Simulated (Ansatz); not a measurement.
# Two-dimensional strain map in Mg

Computed with DFT r2SCAN, scalar-relativistic, plane waves, PAW (Ansatz). Settings: plane waves to 500 eV, k-mesh 20×20×20 (Γ-centred), Gaussian smearing 0.15 eV. No spin polarisation. Energies are free energies at this smearing, counted from the undisturbed cell; pressure is positive in compression.

The undisturbed cell (as given, not relaxed at this level; it stands at -0.1 GPa; this form isn't the usual structure):

```
CELL_PARAMETERS angstrom
-1.83599 1.83599 1.67940
1.83599 -1.83599 1.67940
1.83599 1.83599 -1.67940
ATOMIC_POSITIONS crystal
Mg 0.00000 0.00000 0.00000
```

The cell is strained by p along both x and y and by q along z, fractional coordinates fixed. Points are written (p, q).

Energy above the undisturbed cell in meV/atom (a dash: not computed):

```csv
p \ q,-0.030,0.000,0.030
-0.030,22.9,8.2,0.0
0.000,?,0.0,1.9
0.030,8.7,?,–
```

Q: Fill in the withheld energies.

A: (0.000, -0.030): 5.2; (0.030, 0.000): 11.9.